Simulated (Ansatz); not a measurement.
## Sb under compression and expansion

```cif
data_structure
_symmetry_space_group_name_H-M 'P6_3/mmc'
_symmetry_Int_Tables_number 194
_cell_length_a 3.3690
_cell_length_b 3.3690
_cell_length_c 5.3300
_cell_angle_alpha 90.000
_cell_angle_beta 90.000
_cell_angle_gamma 120.000
_cell_volume 52.39
loop_
_atom_site_label
_atom_site_type_symbol
_atom_site_symmetry_multiplicity
_atom_site_Wyckoff_symbol
_atom_site_fract_x
_atom_site_fract_y
_atom_site_fract_z
_atom_site_occupancy
Sb1 Sb 2 c 0.33333 0.66667 0.25000 1
```

The runs use the primitive cell with vectors (3.369, 0.000, 0.000), (-1.685, 2.918, 0.000), (0.000, 0.000, 5.330) Å, to which the k mesh refers.

The structure is hexagonal, space group P6_3/mmc (No. 194). Conventional cell: a = 3.369 Å, b = 3.369 Å, c = 5.330 Å, α = 90.00°, β = 90.00°, γ = 120.00°. Around Sb (site symmetry -6m2) lie 12 Sb at 3.30 to 3.37 Å.

The cell is COD entry 1539203, as deposited and not checked against the literature; nothing was relaxed.

No spin–orbit coupling, which matters for the heavy atoms here.

All numbers are computed: DFT, PBEsol, all-electron LAPW, scalar-relativistic (Ansatz 0.2.0); DFT, PBEsol, PAW with Ansatz's default frozen-core files, scalar-relativistic (Ansatz 0.2.0).

For LAPW: a Γ-centred 12×12×7 k mesh, Fermi–Dirac smearing of 0.05 eV, basis error target 0.5 meV/atom, no spin polarisation. PAW takes a cutoff of 420 eV at this cell (files made with PBE, cores remade for this functional). The Ansatz runs share mesh, smearing and spin set-up. Plane-wave (PAW) pressures include the program's estimate of the Pulay term.

The cell above is scaled evenly, with fractional coordinates and shape held.

```json
{"V/V(cell)": "0.9400", "V (Å³/atom)": "24.624", "P, LAPW (GPa)": "4.63", "P, PAW (GPa)": "4.62"}
{"V/V(cell)": "0.9600", "V (Å³/atom)": "25.148", "P, LAPW (GPa)": "2.88", "P, PAW (GPa)": "2.87"}
{"V/V(cell)": "0.9800", "V (Å³/atom)": "25.672", "P, LAPW (GPa)": "1.29", "P, PAW (GPa)": "1.28"}
{"V/V(cell)": "0.9900", "V (Å³/atom)": "25.934", "P, LAPW (GPa)": "0.56", "P, PAW (GPa)": "0.55"}
{"V/V(cell)": "1.0000", "V (Å³/atom)": "26.196", "P, LAPW (GPa)": "-0.14", "P, PAW (GPa)": "-0.15"}
{"V/V(cell)": "1.0100", "V (Å³/atom)": "26.458", "P, LAPW (GPa)": "-0.81", "P, PAW (GPa)": "-0.82"}
{"V/V(cell)": "1.0200", "V (Å³/atom)": "26.720", "P, LAPW (GPa)": "-1.44", "P, PAW (GPa)": "-1.45"}
{"V/V(cell)": "1.0400", "V (Å³/atom)": "27.244", "P, LAPW (GPa)": "-2.61", "P, PAW (GPa)": "-2.62"}
{"V/V(cell)": "1.0600", "V (Å³/atom)": "27.767", "P, LAPW (GPa)": "-3.66", "P, PAW (GPa)": "-3.67"}
```

Problem. What do Birch–Murnaghan fits to the pressures give?

Solution. LAPW: V0 = 26.14 Å³/atom, B0 = 69 GPa, B0′ = 4.1; PAW: V0 = 26.14 Å³/atom, B0 = 69 GPa, B0′ = 4.1.

PAW's V0 lies -0.02 % from the all-electron value and its B0 0.0 %. With shape and internal coordinates held, B0 is an upper bound to the relaxed modulus.
